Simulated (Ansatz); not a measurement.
## Collinear states of CoNiSb

Theory: DFT PBE, scalar-relativistic, plane waves, PAW (Ansatz).

```
Co Ni Sb
1.0
     4.24327    0.00000    0.00000
    -2.12164    3.67478    0.00000
     0.00000    0.00000    5.38024
Co Ni Sb
2 2 2
Direct
  0.00000 0.00000 0.50000
  0.00000 0.00000 0.00000
  0.66667 0.33333 0.25000
  0.33333 0.66667 0.75000
  0.66667 0.33333 0.75000
  0.33333 0.66667 0.25000
```

The plane-wave cutoff is 420 eV, the Γ-centred k-mesh is 12×12×8 and the occupation rule is Gaussian smearing, 0.1 eV. The list of starting moments (μB, in atom order) is 3 3 0 0 0 0. The check for lower electronic states after the SCF is off.

Each order was relaxed in cell and atoms. Site moments are spin moments in atom-centred spheres that scale with the neighbour distance. The states are those that the runs reached from these starts; a lower one can exist. No antiferromagnetic start is among these.

**Question.** Starts tried: no spin; ferromagnetic. Which state comes out lowest, and what are the moments?

**Answer.** The lowest state is ferromagnetic, reached from the start “ferromagnetic”, with site moments (μB) Co +0.98 (×2), Ni +0.08 (×2).

```json
{"start": "no spin", "ends": "non-magnetic", "energy above lowest (meV/atom)": "7.78", "site moments (μB)": "none over 0.05", "gap on mesh (eV)": "metal", "volume (Å³/atom)": "13.89"}
{"start": "ferromagnetic", "ends": "ferromagnetic", "energy above lowest (meV/atom)": "0.00", "site moments (μB)": "Co +0.98 (×2), Ni +0.08 (×2)", "gap on mesh (eV)": "metal", "volume (Å³/atom)": "14.06"}
```

Cost: 2 runs of about 9 core-minutes in all, on Arm Neoverse V1 (shared hosts).